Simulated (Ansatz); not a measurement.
**Ti: 15 steps of 1.5 fs from 1200 K**

The calculation used DFT, LDA, all-electron LAPW, scalar-relativistic in Ansatz 0.2.0.

Command: `ansatz run input.yaml --threads 2 --pin off --max-ram 4096MiB --backend cpu --events-out ev --progress --plain --runs-dir out` The run took 8.9 min on 2 threads of AMD EPYC 7R43 64-Core Processor (Zen 3) (shared host).

```yaml
crystal:
  lattice:
    - [0.0, 4.06, 4.06]
    - [4.06, 0.0, 4.06]
    - [2.03, 2.03, 0.0]
  atoms:
    - { symbol: Ti, position: [0.0, 0.0, 0.0] }
    - { symbol: Ti, position: [0.0, 0.5, 0.0] }
    - { symbol: Ti, position: [0.5, 0.0, 0.0] }
    - { symbol: Ti, position: [0.5, 0.5, 0.0] }
kpoints:
  mp_grid: { grid: [4, 4, 8] }
scf:
  occupations: { method: fermi_dirac, width: 0.08 }
hamiltonian:
  xc: lda
  pseudopotentials: { kind: all_electron, lapw: { basis_error: 0.001 } }
output:
  forces: true
  stress: true
md:
  timestep: 1.5
  n_steps: 15
  ensemble: nve
  temperature: 1200
  initial_velocities: maxwell_boltzmann
  seed: 571116
```

The cell comes from COD entry 1534878, which wasn't checked; take it as a given geometry.

Each frame lists Cartesian positions (Å) and forces (eV/Å). Free energies count from the first step, -92736.0629 eV.

Step 0 (t = 0.0 fs): E = 0.0 meV, T = 1200 K, conserved energy 0.0 meV

```
Ti    0.0000    0.0000    0.0000     0.000   0.000   0.000
Ti    2.0300    0.0000    2.0300     0.000   0.000   0.000
Ti    0.0000    2.0300    2.0300     0.000   0.000   0.000
Ti    2.0300    2.0300    4.0600     0.000   0.000   0.000
```

Step 1 (t = 1.5 fs): E = +0.7 meV, T = 1198 K, conserved energy 0.0 meV

```
Ti    0.0116   -0.0052   -0.0016    -0.036   0.035  -0.021
Ti    2.0288    0.0101    2.0259     0.009  -0.026   0.043
Ti   -0.0028    2.0280    2.0282     0.009  -0.010   0.008
Ti    2.0224    2.0270    4.0675     0.018   0.001  -0.030
```

Step 2 (t = 3.0 fs): E = +2.8 meV, T = 1193 K, conserved energy 0.0 meV

```
Ti    0.0231   -0.0103   -0.0031    -0.072   0.071  -0.042
Ti    2.0276    0.0203    2.0218     0.018  -0.052   0.085
Ti   -0.0056    2.0261    2.0264     0.018  -0.020   0.015
Ti    2.0149    2.0240    4.0750     0.037   0.001  -0.059
```

Step 3 (t = 4.5 fs): E = +6.3 meV, T = 1184 K, conserved energy 0.0 meV

```
Ti    0.0347   -0.0155   -0.0047    -0.109   0.107  -0.062
Ti    2.0264    0.0304    2.0177     0.027  -0.078   0.127
Ti   -0.0084    2.0241    2.0245     0.027  -0.030   0.022
Ti    2.0073    2.0210    4.0824     0.055   0.002  -0.087
```

Step 4 (t = 6.0 fs): E = +11.1 meV, T = 1171 K, conserved energy 0.0 meV

```
Ti    0.0462   -0.0205   -0.0063    -0.146   0.144  -0.082
Ti    2.0252    0.0405    2.0137     0.036  -0.105   0.169
Ti   -0.0112    2.0221    2.0227     0.036  -0.041   0.028
Ti    1.9998    2.0180    4.0898     0.073   0.002  -0.115
```

Step 5 (t = 7.5 fs): E = +17.3 meV, T = 1155 K, conserved energy 0.0 meV

```
Ti    0.0576   -0.0256   -0.0080    -0.184   0.183  -0.101
Ti    2.0240    0.0505    2.0098     0.047  -0.133   0.210
Ti   -0.0139    2.0201    2.0209     0.046  -0.052   0.032
Ti    1.9924    2.0150    4.0972     0.092   0.002  -0.142
```

Step 6 (t = 9.0 fs): E = +24.8 meV, T = 1136 K, conserved energy 0.0 meV

```
Ti    0.0689   -0.0305   -0.0097    -0.224   0.224  -0.119
Ti    2.0229    0.0604    2.0060     0.057  -0.162   0.252
Ti   -0.0167    2.0181    2.0192     0.057  -0.065   0.035
Ti    1.9849    2.0120    4.1045     0.110   0.002  -0.167
```

Step 7 (t = 10.5 fs): E = +33.7 meV, T = 1113 K, conserved energy 0.0 meV

```
Ti    0.0801   -0.0353   -0.0114    -0.266   0.268  -0.137
Ti    2.0217    0.0703    2.0023     0.069  -0.192   0.294
Ti   -0.0194    2.0160    2.0174     0.067  -0.077   0.036
Ti    1.9775    2.0090    4.1117     0.129   0.002  -0.193
```

Step 8 (t = 12.0 fs): E = +43.8 meV, T = 1087 K, conserved energy 0.0 meV

```
Ti    0.0913   -0.0400   -0.0132    -0.310   0.313  -0.155
Ti    2.0206    0.0801    1.9987     0.082  -0.224   0.336
Ti   -0.0221    2.0139    2.0157     0.079  -0.091   0.036
Ti    1.9702    2.0060    4.1189     0.149   0.001  -0.217
```

Step 9 (t = 13.5 fs): E = +55.1 meV, T = 1058 K, conserved energy 0.0 meV

```
Ti    0.1022   -0.0446   -0.0151    -0.354   0.361  -0.172
Ti    2.0196    0.0898    1.9953     0.095  -0.257   0.379
Ti   -0.0248    2.0118    2.0139     0.090  -0.104   0.034
Ti    1.9629    2.0030    4.1259     0.169   0.000  -0.241
```

Step 10 (t = 15.0 fs): E = +67.7 meV, T = 1026 K, conserved energy 0.0 meV

```
Ti    0.1130   -0.0490   -0.0170    -0.401   0.410  -0.188
Ti    2.0186    0.0994    1.9920     0.109  -0.290   0.422
Ti   -0.0274    2.0096    2.0122     0.102  -0.118   0.030
Ti    1.9558    2.0000    4.1328     0.190  -0.002  -0.265
```

Step 11 (t = 16.5 fs): E = +81.4 meV, T = 990 K, conserved energy 0.0 meV

```
Ti    0.1237   -0.0532   -0.0191    -0.448   0.460  -0.203
Ti    2.0176    0.1089    1.9889     0.123  -0.325   0.465
Ti   -0.0299    2.0074    2.0105     0.113  -0.132   0.026
Ti    1.9487    1.9970    4.1396     0.211  -0.004  -0.288
```

Step 12 (t = 18.0 fs): E = +96.0 meV, T = 953 K, conserved energy 0.0 meV

```
Ti    0.1341   -0.0572   -0.0212    -0.495   0.511  -0.217
Ti    2.0167    0.1182    1.9861     0.137  -0.359   0.508
Ti   -0.0324    2.0051    2.0088     0.125  -0.145   0.020
Ti    1.9416    1.9939    4.1463     0.233  -0.007  -0.311
```

Step 13 (t = 19.5 fs): E = +111.7 meV, T = 913 K, conserved energy 0.0 meV

```
Ti    0.1443   -0.0610   -0.0235    -0.542   0.561  -0.229
Ti    2.0158    0.1273    1.9835     0.150  -0.392   0.549
Ti   -0.0349    2.0027    2.0071     0.137  -0.158   0.013
Ti    1.9348    1.9909    4.1529     0.256  -0.011  -0.333
```

Step 14 (t = 21.0 fs): E = +127.9 meV, T = 871 K, conserved energy 0.0 meV

```
Ti    0.1543   -0.0645   -0.0258    -0.589   0.610  -0.239
Ti    2.0151    0.1363    1.9811     0.163  -0.425   0.589
Ti   -0.0373    2.0003    2.0055     0.148  -0.170   0.006
Ti    1.9280    1.9879    4.1592     0.278  -0.015  -0.355
```

Step 15 (t = 22.5 fs): E = +144.6 meV, T = 828 K, conserved energy +0.1 meV

```
Ti    0.1639   -0.0678   -0.0282    -0.635   0.658  -0.247
Ti    2.0144    0.1451    1.9790     0.175  -0.457   0.626
Ti   -0.0396    1.9978    2.0038     0.159  -0.182  -0.003
Ti    1.9213    1.9849    4.1655     0.301  -0.019  -0.376
```

Question: What is the mean temperature over the last 8 frames?

Answer: 966 K; so short a run of so small a cell isn't equilibrated.
